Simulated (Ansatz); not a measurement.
Ansatz (an electronic-structure program) input:

Ansatz 0.2 input:
```yaml
crystal:
  lattice:
    - [5.6903280005, 0.0, 0.0]
    - [0.0, 5.6903280005, 0.0]
    - [0.0, 0.0, 5.6903280005]
  atoms:
    - { symbol: Mg, position: [0.0, 0.0, 0.0] }
    - { symbol: Mg, position: [0.5, 0.5, 0.5] }
    - { symbol: Mg, position: [0.25, 0.0, 0.5] }
    - { symbol: Mg, position: [0.75, 0.0, 0.5] }
    - { symbol: Mg, position: [0.5, 0.25, 0.0] }
    - { symbol: Mg, position: [0.5, 0.75, 0.0] }
    - { symbol: Mg, position: [0.0, 0.5, 0.25] }
    - { symbol: Mg, position: [0.0, 0.5, 0.75] }
kpoints:
  mp_grid: { grid: [7, 7, 7] }
hamiltonian:
  xc: pbesol
  pseudopotentials: { kind: paw }
scf:
  occupations: { method: fermi_dirac, width: 0.1 }
phonons:
  method: dfpt
  response_accuracy: low
  eigenvectors: true
  rigid_motions: translations
```

Output (shortened):

```
zone centre: on kpoints.mp_grid the ground state, and the responses unless they are solved on pairs of k-points, stand on 64 of the mesh's 343 k-points, …
Pseudopotentials: kind: paw
Pseudopotential: Mg, paw, valence charge 10
Functional definition: PBEsol
Crystal: 8 atoms, lattice volume = 184.252 Å³
Basis set: ecut = 420 eV, 3695 PW (Γ), exchange–correlation on 80×80×80 points (8 copies of the dense FFT grid, shifted against one another)
Bands: 48, of which v1, the nominal top of the filled ones, is band 40 counted from 1 (39 counted from 0)
Symmetry: 48 space group operations
k-points: 64 of 343 (irreducible under 4 space group operations, time reversal used)
PAW frozen core: Mg, regenerated for the run's functional, and the local potential with it
Initial wavefunctions: pseudopotential atomic-orbital guess
Eigensolver: davidson
Functional: x = pbesol(κ = 0.804, μ = 0.12345679012345678), c = pbesol(β = 0.046)
SCF iter   1: F=—  HF=-15296.097144 eV  |F-HF|=—  |Δ(HF+E_count)|=         —  Δρ=2.03e-3  dr2=3.61e-3  ethr=1.77e-3  ⟨swp⟩=10.1  Hψ=14355  notcnv=0  defer=3
all-band conjugate gradients solve this SCF's bands
preconditioner: auto → Kerker (q_TF=auto, 2.374 Å⁻¹)
SCF iter   2: F=—  HF=-15296.094156 eV  |F-HF|=—  |Δ(HF+E_count)|=   2.99e-3  Δρ=7.91e-4  dr2=8.67e-4  ethr=4.51e-6  ⟨swp⟩=2.0  Hψ=6148  notcnv=0
SCF iter   3: F=—  HF=-15296.093870 eV  |F-HF|=—  |Δ(HF+E_count)|=   2.86e-4  Δρ=2.30e-4  dr2=1.60e-4  ethr=1.08e-6  ⟨swp⟩=2.2  Hψ=5405  notcnv=0
SCF iter   4: F=—  HF=-15296.093853 eV  |F-HF|=—  |Δ(HF+E_count)|=   1.69e-5  Δρ=3.22e-5  dr2=3.27e-6  ethr=2.00e-7  ⟨swp⟩=2.0  Hψ=3604  notcnv=0
SCF iter   5: F=—  HF=-15296.093852 eV  |F-HF|=—  |Δ(HF+E_count)|=   1.55e-6  Δρ=9.66e-6  dr2=2.33e-7  ethr=4.09e-9  ⟨swp⟩=2.1  Hψ=5309  notcnv=0
SCF iter   6: F=—  HF=-15296.093852 eV  |F-HF|=—  |Δ(HF+E_count)|=   5.69e-8  Δρ=2.25e-6  dr2=6.61e-9  ethr=2.91e-10  ⟨swp⟩=2.0  Hψ=5285  notcnv=0
SCF iter   7: F=—  HF=-15296.093852 eV  |F-HF|=—  |Δ(HF+E_count)|=   2.27e-9  Δρ=6.95e-7  dr2=1.19e-9  ethr=8.26e-12  ⟨swp⟩=2.0  Hψ=4929  notcnv=0
SCF iter   8: F=—  HF=-15296.093852 eV  |F-HF|=—  |Δ(HF+E_count)|=  3.62e-10  Δρ=1.44e-7  dr2=3.14e-11  ethr=1.49e-12  ⟨swp⟩=3.0  Hψ=6104  notcnv=0
SCF iter   9: F=-15296.093852 eV  HF=-15296.093852 eV  |F-HF|=5.46e-12  |Δ(HF+E_count)|=  3.64e-12  Δρ=2.25e-8  dr2=8.40e-13  ethr=1.00e-12  ⟨swp⟩=5.4  Hψ=11824  notcnv=0
SCF 1 converged in 9 iterations: F = -15296.093852 eV  dr2 = 8.40e-13
DFPT response loops at Γ: preconditioner auto → Kerker (q_TF=auto, 2.374 Å⁻¹) (partly filled bands, converged f_vac=0.000) …
SCF converged after 9 iterations
Free energy (F): -15296.093852 eV
Harris-Foulkes:  -15296.093852 eV  (|F-HF|=5.46e-12)
Internal energy: -15295.970117 eV  (E = F + TS)
E sigma→0 (E₀):  -15296.031984 eV
Entropy (-TS):   -0.123735 eV (-15.467 meV/atom)
Fermi energy:    5.509599 eV
--- Per-component energies (eV) ---
  E_band       = -2852.395352
  E_kinetic    = 599.056488
  E_local      = -12999.605095  (includes V_loc(G=0)·N_el)
  E_nonlocal   = 771.307898
  E_hartree    = 4641.876151
  E_xc         = -224.856429
  E_vxc        = -291.525111  (∫ρ·V_xc dr)
  E_paw        = -2250.344117  (= ΣΔE_a)
  E_vpaw       = -215.381820  (= ΣTr[D̂ρ^β])
  E_aug_tail   = -0.000020  (compensation charges beyond the density's cutoff)
  E_ewald      = -5833.875891
  E_core_change = 0.470898  (= ΣΔE_core)
  E_smearing   = -0.123735  (= −TS)
  E_closure    = 0.000000  (closes the sum)
  Σ components = -15296.093852   (vs F -15296.093852, Δ=0.00e0)
  [band-id]    e_kinetic+e_local+e_nonlocal+2·e_hartree+e_vxc+e_vpaw+e_augmentation_tail = -2852.395359   (vs E_band -2852.395352, Δ=-7.31e-6)
--- Band table (eV; the first three rows and the last of 64) ---
  k-point 0: bands = ["-70.1071", "-70.1063", "-70.1063", "-70.1017", "-70.1017", "-70.1017", "-69.9825", "-69.9825", "-37.0810", "-37.0810", "-37.0778", "-37.0515", "-37.0515", "-37.0515", "-37.0436", "-37.0436", "-37.0436", "-37.0421", "-37.0421", "-37.0421", "-37.0400", "-37.0400", "-37.0400", "-37.0216", "-37.0216", "-37.0216", "-36.9236", "-36.9236", "-36.9236", "-36.9234", "-36.9234", "-36.9234", "-1.3368", "3.1495", "3.1495", "3.1586", "3.2632", "3.2632", "3.2632", "7.0750", "7.0750", "7.1083", "7.1083", "7.1083", "7.6377", "7.6377", "7.6377", "8.2097"]
  k-point 1: bands = ["-70.1070", "-70.1063", "-70.1061", "-70.1019", "-70.1017", "-70.1017", "-69.9825", "-69.9825", "-37.0810", "-37.0798", "-37.0762", "-37.0514", "-37.0514", "-37.0510", "-37.0440", "-37.0440", "-37.0438", "-37.0420", "-37.0417", "-37.0417", "-37.0401", "-37.0401", "-37.0401", "-37.0245", "-37.0216", "-37.0216", "-36.9237", "-36.9236", "-36.9236", "-36.9235", "-36.9234", "-36.9234", "-1.2415", "2.0268", "3.2404", "3.2464", "3.3515", "3.3515", "4.5300", "6.2664", "6.3894", "6.3894", "6.4042", "7.5854", "7.7264", "7.7336", "7.7336", "9.0105"]
  k-point 2: bands = ["-70.1068", "-70.1064", "-70.1056", "-70.1026", "-70.1017", "-70.1017", "-69.9825", "-69.9825", "-37.0808", "-37.0796", "-37.0688", "-37.0511", "-37.0511", "-37.0495", "-37.0446", "-37.0445", "-37.0445", "-37.0417", "-37.0413", "-37.0413", "-37.0404", "-37.0404", "-37.0404", "-37.0325", "-37.0215", "-37.0215", "-36.9239", "-36.9238", "-36.9235", "-36.9235", "-36.9234", "-36.9234", "-0.9562", "1.0138", "3.5107", "3.5163", "3.6152", "3.6152", "5.3158", "5.3910", "5.4713", "5.4713", "6.1868", "7.9162", "7.9702", "7.9702", "7.9928", "9.7586"]
  k-point 63: bands = ["-70.1047", "-70.1046", "-70.1046", "-70.1036", "-70.1036", "-70.1035", "-69.9825", "-69.9825", "-37.0581", "-37.0581", "-37.0577", "-37.0483", "-37.0482", "-37.0469", "-37.0469", "-37.0461", "-37.0440", "-37.0435", "-37.0435", "-37.0425", "-37.0425", "-37.0419", "-37.0416", "-37.0416", "-37.0415", "-37.0415", "-36.9239", "-36.9238", "-36.9238", "-36.9238", "-36.9238", "-36.9238", "1.1999", "1.8412", "1.8412", "1.8528", "2.4797", "2.4797", "2.4952", "3.1186", "9.1706", "9.1857", "9.1857", "9.6131", "9.6131", "9.6573", "9.6573", "10.2739"]
  band table: 48 of 48 bands, residual norms ≤ 1.0e-3 eV
--- Phonons (Γ-DFPT): 3 representative perturbations + reference, on 64 of 343 k-points (Σ response iterations 9) ---
  k mesh reduced under 4 symmetry operations, with k and −k counted as one. Each operation leaves every solved displacement unchanged or reverses it
  ASR residual: 1.269e-4 → 0.000e0 eV/Å²; symmetrization residual: 1.774e-6 eV/Å²
  ASR residual per site (eV/Å²): 1.27e-4 1.27e-4 4.74e-5 4.74e-5 4.74e-5 4.74e-5 4.74e-5 4.74e-5
  Γ frequencies (cm⁻¹): 0.00 0.00 0.00 98.43 98.43 98.43 103.09 103.09 103.09 105.95 105.95 105.95 125.21 125.21 125.21 201.82 201.82 201.82 212.90 212.90 212.90 327.03 327.03 327.56
  non-analytic LO–TO correction: not included (Born effective charges unavailable; polar crystals: no LO–TO splitting at Γ)
```

Cost: very roughly 3 core-minutes on shared cores.

Space group Pm-3n (A15 (β-W type)). The start of the workflow was typed in or built on a structure type; neither database checked (COD, Materials Project) lists it. It is not the phase usual at ambient conditions (space group No. 194). The cell was relaxed with PBEsol under the symmetry of its start; its stability against distortions is not shown here. As this level gives no gap, phonon frequencies hold no LO–TO term and depend on the k-mesh and smearing (Fermi–Dirac, 0.1 eV here).

Potentials: the later of the program's two PAW sets.

Ansatz is a plane-wave DFT program.
